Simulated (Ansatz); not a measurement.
Given:

AlCrB:
Space group Cmcm (No. 63); a = 3.0017 Å, b = 13.8947 Å, c = 2.9667 Å, α = β = γ = 90.00°

```json
[
 {"atom": "Al", "site": "4c", "symmetry": "m2m", "x": "0.0000", "y": "0.6913", "z": "0.2500"},
 {"atom": "B", "site": "4c", "symmetry": "m2m", "x": "0.0000", "y": "0.5323", "z": "0.2500"},
 {"atom": "Cr", "site": "4c", "symmetry": "m2m", "x": "0.0000", "y": "0.0839", "z": "0.7500"}
]
```
(The calculation used a cell of 6 atoms; values per cell refer to that cell.)

This is the PBE-relaxed structure.

Question: All from PBE in the plane-wave PAW code Ansatz, unless another level is named. Give the electronic character.

Answer: metallic (no gap).

Question: Next, the density of states at the Fermi level?

Answer: 0.33 states/eV per atom (mean over ±0.08 eV).

Question: Next, the formation energy from the elements (no fitted shifts)?

Answer: -0.38 eV/atom.

The start of the workflow was typed in or built on a structure type; neither database checked (COD, Materials Project) lists it. Whether it is the stable phase at ambient conditions was not checked. Symmetry was held in the PBE relaxation; whether a distortion lowers the energy is not shown. The workflow began spin-polarised and lost its moments. The references are the lowest solids computed at this level, not always the standard phases.

Potentials: the later of the program's two PAW sets.
